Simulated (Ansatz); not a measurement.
All numbers below come from DFT PBE, scalar-relativistic, plane waves, PAW (Ansatz). Settings: cutoff 420 eV, Γ-centred meshes spaced at most about 0.3 Å⁻¹, and about 0.25 Å⁻¹ or finer for metals (2π included), Gaussian smearing. No spin polarisation in the final relaxations.

Temperature and zero-point effects are left out. All come from trial cells, and lower structures may exist.

**Question.** These unrelaxed guesses for GaSnH3 are each relaxed within their symmetry. Order them by the energy at which they end, lowest first.
1.

```
Ga Sn H
1.0
     4.16324    0.00000    0.00000
     0.00000    4.16324    0.00000
     0.00000    0.00000    4.16324
Ga Sn H
1 1 3
Direct
  0.00000 0.00000 0.00000
  0.50000 0.50000 0.50000
  0.00000 0.50000 0.50000
  0.50000 0.00000 0.50000
  0.50000 0.50000 0.00000
```

2.

```
Ga Sn H
1.0
     3.89984    0.00000    0.00000
     0.00000    3.89984    0.00000
     0.00000    0.00000    5.59884
Ga Sn H
1 1 3
Cartesian
  1.9499 1.9499 2.7994
  0.0000 0.0000 0.0000
  0.0000 1.9499 2.7994
  1.9499 0.0000 2.7994
  0.0000 0.0000 2.7994
```

**Answer.** 1 (ends in Pm-3m, cubic perovskite type, 0 meV/atom), 2 (ends in P4/mmm, 48 meV/atom). Even the lowest end lies +0.52 eV/atom against the elements.

With hydrogen, zero-point motion can shift such differences by 10 meV/atom or more. Cells relaxed within their symmetry can be saddle points. Some candidate types were left out of the draw beforehand, so a known form may be missing.
